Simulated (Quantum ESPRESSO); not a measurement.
Space group Fm-3m (No. 225); a = 7.979 Å, b = 7.979 Å, c = 7.979 Å, α = 90.00°, β = 90.00°, γ = 90.00°

```tsv
atom	site	symmetry	x	y	z
Li	4b	m-3m	0.5000	0.5000	0.5000
F	24e	4m.m	0.0000	0.0000	0.2312
Al	4a	m-3m	0.0000	0.0000	0.0000
K	8c	-43m	0.2500	0.2500	0.2500
```
(The calculation used a cell of 10 atoms; values per cell refer to that cell.)

The geometry is that of Materials Project entry mp-9839, symmetrised and not relaxed again.

Question: What does PBEsol (pw.x of Quantum ESPRESSO, ONCV potentials, no spin-orbit coupling) give for the electronic structure near the Fermi level?

Answer: The PBEsol gap is direct, 7.32 eV at Γ. Another valence extremum on the path lies within 0.02 eV, too close to call.
